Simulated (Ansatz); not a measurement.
Input and command of a calculation in Ansatz (plane waves; scalar-relativistic PAW potentials unless the input names others):

```yaml
crystal:
  lattice:
    - [4.0788350695, -1.0e-10, 0.0]
    - [-2.0394175347, 3.532374788, 0.0]
    - [0.0, 0.0, 5.6148595871]
  atoms:
    - { symbol: Tl, position: [0.3333333333, 0.6666666667, -0.0589362055] }
    - { symbol: Tl, position: [0.6666666667, 0.3333333333, 0.4410637945] }
    - { symbol: B, position: [0.3333333333, 0.6666666667, 0.4410362055] }
    - { symbol: B, position: [0.6666666667, 0.3333333333, 0.9410362055] }
basis:
  ecutwfc: 420
kpoints:
  mp_grid: { grid: [12, 12, 8] }
hamiltonian:
  xc: pbe
scf:
  occupations: { method: fermi_dirac, width: 0.3 }
  n_extra_bands: 0
  max_iter: 100
output:
  forces: true
  eigenvalues: true
  stress: true
```

```bash
ansatz run input.yaml --threads 1 --pin off --max-ram 2560MiB --backend cpu --events-out ev --progress --plain --runs-dir out
```

**Question.** Will this input run?

**Answer.** The program refuses it, because of too few bands (scf.n_extra_bands: not typed → 0). Also changed, but not at fault: scf.occupations: {"method": "gaussian", "width": 0.1} → {"method": "fermi_dirac", "width": 0.3}. With the sound run's settings it is accepted.

Abridged log:
```
Error: inconsistent input (scf.n_extra_bands, scf.occupations.method): n_bands = 16 leaves no empty band above the 16 bands per channel that the deck's 32 electrons occupy, and the occupations search for the Fermi level (a smearing at a finite width, or tetrahedra): a level found among occupied bands alone can fill a metal as an insulator; raise scf.n_extra_bands until at least 17 bands are solved (omitted, it auto-derives to 22) (see scf.n_extra_bands in the input reference)
```